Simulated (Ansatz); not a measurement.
Ge$_{2}$Pt (MoSi2 or CaC2 type), relaxed with PBE (Ansatz, an electronic-structure program, plane waves, PAW): a = b = 3.6354 Å, c = 7.9848 Å, α = β = γ = 90.00°.

```
Property              Result
--------------------  ------
ΔH_f (eV/atom)          0.02
B₀ by P(V) fit (GPa)     106
```

**Question.** The same phase is relaxed and computed with PBEsol in the same code. What are the cell and these values now?

**Answer.** a = b = 3.577 Å, c = 7.877 Å, α = β = γ = 90.00°.

* **ΔH_f (eV/atom)**: -0.01
* **B₀ by P(V) fit (GPa)**: 124

Constructed cells (a structure type filled with these elements, in neither database checked): Ge2Pt, MoSi2 or CaC2 type. All cells were relaxed under the symmetry of their starts (and spin orders); stability against distortions was not tested throughout. Rows with no word on spin ran without spin polarisation. Spin–orbit coupling is left out wherever it is not named.

Potentials: the later of the program's two PAW sets.

Ansatz is a plane-wave DFT program.

Formation energies count from the lowest solids of the elements computed at the same level, not from gases.
